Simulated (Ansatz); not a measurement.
Ru:
```
Ru
1.0
    2.67486     0.00000     0.00000
   -1.33743     2.31649     0.00000
    0.00000     0.00000     4.22587
Ru
2
Direct
  0.33333   0.66667   0.25000
  0.66667   0.33333   0.75000
```

Relaxed with LDA. Special points in fractions of this cell's reciprocal vectors: Γ (0.000, 0.000, 0.000); M (0.500, 0.000, 0.000); K (0.333, 0.333, 0.000); A (0.000, 0.000, 0.500); L (0.500, 0.000, 0.500); H (0.333, 0.333, 0.500).

Task: List the band energies nearest the Fermi level at these points for LDA (plane waves, PAW; program Ansatz).

Result: In eV from the Fermi level; about four levels below and three above (degenerate sets whole), none deeper than 8.9 eV; … stands for higher levels left out; points with the same levels are listed once.

```json
[
 {"k": "Γ", "below": "-2.06 -2.06 -1.51 -1.51", "above": "1.24 1.24 …"},
 {"k": "M", "below": "-3.23 -2.19 -1.90 -1.62", "above": "1.49 1.94 2.04"},
 {"k": "K", "below": "-3.99 -3.01 -3.01 -1.16", "above": "1.06 1.06 1.54"},
 {"k": "A", "below": "-2.97 -2.97 -2.97 -2.97 -2.86 -2.86", "above": "…"},
 {"k": "L", "below": "-4.81 -4.81 -1.15 -1.15", "above": "0.45 0.45 1.77 1.77"},
 {"k": "H", "below": "-2.87 -2.87 -1.29 -1.29", "above": "1.28 1.28 …"}
]
```

Space group P6_3/mmc (hcp (Mg type)). Symmetry was held in the LDA relaxation; of distortions, only those at the zone centre were tested. The run is not spin-polarised. Spin–orbit coupling is left out wherever it is not named.

Potentials: the earlier of the program's two PAW sets.
